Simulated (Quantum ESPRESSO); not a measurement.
# SiAlGeN3S: input and log of a self-consistent run

Simulated, not a measurement. The program is pw.x of Quantum ESPRESSO 7.5 (plane-wave density functional theory). The cell is made up: 7 atoms on a zincblende/diamond lattice with one site empty, with randomly drawn elements, strain and displacements, not relaxed. PseudoDojo standard norm-conserving files (v0.5 for PBE, v0.4.1 for LDA and PBEsol) set the functional; there is no spin polarisation, spin-orbit coupling or dispersion term, and the masses in the input are unused placeholders. A spin-polarised start on this cell or one of its family kept no moment.

Input:

```
&control calculation='scf', pseudo_dir='./dojo.nc.sr.pbe.v0_5.standard.upf', outdir='./o', disk_io='medium', tprnfor=.true., tstress=.true. /
&system ibrav=0, nat=7, ntyp=5, nbnd=27, ecutwfc=105.61755193, nosym=.true., tot_charge=0,
 occupations='smearing', smearing='fd', degauss=0.0018374661
/
&electrons conv_thr=7.350e-09, electron_maxstep=60, /
ATOMIC_SPECIES
Al 1.0 Al.upf
Ge 1.0 Ge.upf
N 1.0 N.upf
S 1.0 S.upf
Si 1.0 Si.upf
CELL_PARAMETERS angstrom
4.6306 0.0773 0.0
0.0773 4.6306 0.0
0.0 0.0 4.6306
ATOMIC_POSITIONS angstrom
Si 0.0663 -0.0281 0.0511
Al 2.3294 0.0705 2.3225
Ge 2.3617 2.3762 -0.0239
N 1.2307 1.2341 1.1712
N 1.1983 3.518 3.4572
N 3.4474 1.1803 3.52
S 3.551 3.4798 1.1851
K_POINTS automatic
6 6 6 1 1 1
```

The log is shortened where brackets say so; the opening notice, blank lines, dates and the lines on written files are dropped, and the path of the files is cut. It prints rydbergs, bohrs and kilobars, and counts compression as positive stress. With no partly filled state, the Fermi energy that it prints is only some level between the filled and the empty states on the mesh, and need not lie in the true gap.

```
     Program PWSCF v.7.5
     Parallel version (MPI & OpenMP), running on       1 processor cores
     Number of MPI processes:                 1
     Threads/MPI process:                     1
     [start-up lines left out]
     bravais-lattice index     =            0
     lattice parameter (alat)  =       8.7518  a.u.
     unit-cell volume          =     669.8651 (a.u.)^3
     number of atoms/cell      =            7
     number of atomic types    =            5
     number of electrons       =        42.00
     number of Kohn-Sham states=           27
     kinetic-energy cutoff     =     105.6176  Ry
     charge density cutoff     =     422.4702  Ry
     scf convergence threshold =      7.3E-09
     mixing beta               =       0.7000
     number of iterations used =            8  plain     mixing
     Exchange-correlation= PBE
                           (   1   4   3   4   0   0   0)
     [axes and pseudopotential details left out]
   Cartesian axes
     site n.     atom                  positions (alat units)
         1        Si     tau(   1) = (   0.0143158  -0.0060675   0.0110337  )
         2        Al     tau(   2) = (   0.5029749   0.0152227   0.5014850  )
         3        Ge     tau(   3) = (   0.5099493   0.5130802  -0.0051606  )
         4        N      tau(   4) = (   0.2657385   0.2664726   0.2528910  )
         5        N      tau(   5) = (   0.2587425   0.7596229   0.7464947  )
         6        N      tau(   6) = (   0.7443786   0.2548559   0.7600548  )
         7        S      tau(   7) = (   0.7667484   0.7513746   0.2558923  )
     number of k points=   108  Fermi-Dirac smearing, width (Ry)=  0.0018
     Number of k-points >= 100: set verbosity='high' to print them.
     Dense  grid:    98235 G-vectors     FFT dimensions: (  60,  60,  60)
     Estimated max dynamical RAM per process >     119.37 MB
     Initial potential from superposition of free atoms
     starting charge      41.9961, renormalised to      42.0000
     Starting wfcs are   33 randomized atomic wfcs
     total cpu time spent up to now is       14.5 secs
     per-process dynamical memory:    88.6 Mb
     Self-consistent Calculation
     iteration #  1     ecut=   105.62 Ry     beta= 0.70
     Davidson diagonalization with overlap
     ethr =  1.00E-02,  avg # of iterations =  3.1
     total cpu time spent up to now is       52.8 secs
     total energy              =    -275.03409955 Ry
     estimated scf accuracy    <       1.87283053 Ry
     iteration #  2     ecut=   105.62 Ry     beta= 0.70
     Davidson diagonalization with overlap
     ethr =  4.46E-03,  avg # of iterations =  3.6
     total cpu time spent up to now is       90.1 secs
     total energy              =    -274.92503888 Ry
     estimated scf accuracy    <       5.35935231 Ry
     iteration #  3     ecut=   105.62 Ry     beta= 0.70
     Davidson diagonalization with overlap
     ethr =  4.46E-03,  avg # of iterations =  2.2
     total cpu time spent up to now is      119.1 secs
     total energy              =    -275.94803743 Ry
     estimated scf accuracy    <       0.08772739 Ry
     iteration #  4     ecut=   105.62 Ry     beta= 0.70
     Davidson diagonalization with overlap
     ethr =  2.09E-04,  avg # of iterations =  4.2
     total cpu time spent up to now is      167.7 secs
     total energy              =    -275.97238174 Ry
     estimated scf accuracy    <       0.03578584 Ry
     iteration #  5     ecut=   105.62 Ry     beta= 0.70
     Davidson diagonalization with overlap
     ethr =  8.52E-05,  avg # of iterations =  3.5
     total cpu time spent up to now is      213.5 secs
     total energy              =    -275.97490229 Ry
     estimated scf accuracy    <       0.01126404 Ry
     [iterations 6 to 8 left out]
     iteration #  9     ecut=   105.62 Ry     beta= 0.70
     Davidson diagonalization with overlap
     ethr =  6.19E-08,  avg # of iterations =  2.8
     total cpu time spent up to now is      352.6 secs
     total energy              =    -275.97727511 Ry
     estimated scf accuracy    <       0.00000506 Ry
     iteration # 10     ecut=   105.62 Ry     beta= 0.70
     Davidson diagonalization with overlap
     ethr =  1.21E-08,  avg # of iterations =  2.2
     total cpu time spent up to now is      384.0 secs
     total energy              =    -275.97727561 Ry
     estimated scf accuracy    <       0.00000135 Ry
     iteration # 11     ecut=   105.62 Ry     beta= 0.70
     Davidson diagonalization with overlap
     ethr =  3.20E-09,  avg # of iterations =  2.0
     total cpu time spent up to now is      412.3 secs
     total energy              =    -275.97727566 Ry
     estimated scf accuracy    <       0.00000037 Ry
     iteration # 12     ecut=   105.62 Ry     beta= 0.70
     Davidson diagonalization with overlap
     ethr =  8.77E-10,  avg # of iterations =  2.0
     total cpu time spent up to now is      443.2 secs
     total energy              =    -275.97727571 Ry
     estimated scf accuracy    <       0.00000001 Ry
     iteration # 13     ecut=   105.62 Ry     beta= 0.70
     Davidson diagonalization with overlap
     ethr =  3.32E-11,  avg # of iterations =  4.0
     total cpu time spent up to now is      482.3 secs
     End of self-consistent calculation
     Number of k-points >= 100: set verbosity='high' to print the bands.
     the Fermi energy is     7.6124 ev
!    total energy              =    -275.97727572 Ry
     estimated scf accuracy    <          2.8E-09 Ry
     smearing contrib. (-TS)   =      -0.00000000 Ry
     internal energy E=F+TS    =    -275.97727572 Ry
     The total energy is F=E-TS. E is the sum of the following terms:
     one-electron contribution =    -126.43148700 Ry
     hartree contribution      =      87.86182943 Ry
     xc contribution           =     -73.43328509 Ry
     ewald contribution        =    -163.97433307 Ry
     convergence has been achieved in  13 iterations
     Forces acting on atoms (cartesian axes, Ry/au):
     atom    1 type  5   force =     0.11971698    0.16385566   -0.16559211
     atom    2 type  1   force =    -0.14921020    0.15787705    0.15227694
     atom    3 type  2   force =    -0.17232070   -0.17395509   -0.16995913
     atom    4 type  3   force =    -0.01616510   -0.07496086   -0.05078827
     atom    5 type  3   force =     0.00810376    0.05368584    0.08166028
     atom    6 type  3   force =     0.02631959   -0.05976832    0.05766207
     atom    7 type  4   force =     0.18355568   -0.06673428    0.09474022
     Total force =     0.548277     Total SCF correction =     0.000093
     Computing stress (Cartesian axis) and pressure
          total   stress  (Ry/bohr**3)                   (kbar)     P=      -55.27
  -0.00042675   0.00030232  -0.00037969          -62.78       44.47      -55.85
   0.00030232  -0.00048395   0.00055882           44.47      -71.19       82.21
  -0.00037969   0.00055882  -0.00021653          -55.85       82.21      -31.85
     init_run     :     14.18s CPU     14.38s WALL (       1 calls)
     electrons    :    449.46s CPU    467.76s WALL (       1 calls)
     forces       :      7.16s CPU      7.23s WALL (       1 calls)
     stress       :     22.58s CPU     22.72s WALL (       1 calls)
     [timing details left out]
     PWSCF        :   8m13.61s CPU   8m32.53s WALL
     JOB DONE.
```

In other units: free energy -3754.862 eV for the cell, pressure -5.53 GPa, largest force component 4.719 eV/Å. This run is the check on a run of the same cell at 1143 eV and a 4 x 4 x 4 mesh: rerunning at 1437 eV and a 6 x 6 x 6 mesh moved values by no more than 0.003 eV in energy, 0.02 GPa in stress and 0.002 eV/Å in force.